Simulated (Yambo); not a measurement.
G0W0@PBEsol for CaHI (space group P4/nmm, No. 129) in Yambo. Reference settings: 4×4×1 Γ-centred k mesh, 269 bands and a 8 Ry block in the screening, 269 bands in G with the Bruneval-Gonze terminator, plasmon pole fitted at 27.2 eV. The PBEsol gap (0, 0.25, 0) → M on this mesh is 3.45 eV; G0W0 gaps are taken between the same points.

The settings were changed. The gap went from 5.11 eV to 4.81 eV, and the shift of the valence edge from -1.06 eV to -0.73 eV.

### Question
Which change was made?
A) 3 Ry block
B) pole fitted at 40 eV
C) no random integration
D) 92 bands in G, no terminator

### Answer
A, 3 Ry block. The others gave (gap, valence shift): 92 bands in G, no terminator: 5.08, -0.66 eV; pole fitted at 40 eV: 5.11, -1.11 eV; no random integration: 5.12, -1.08 eV.

Spin-orbit coupling is not included.

Geometry relaxed with PBE+D3(BJ); primitive cell a = 3.980 Å, b = 3.980 Å, c = 8.591 Å, α = 90.00°, β = 90.00°, γ = 90.00°.

A shift is the quasiparticle energy of the state minus its PBEsol energy.
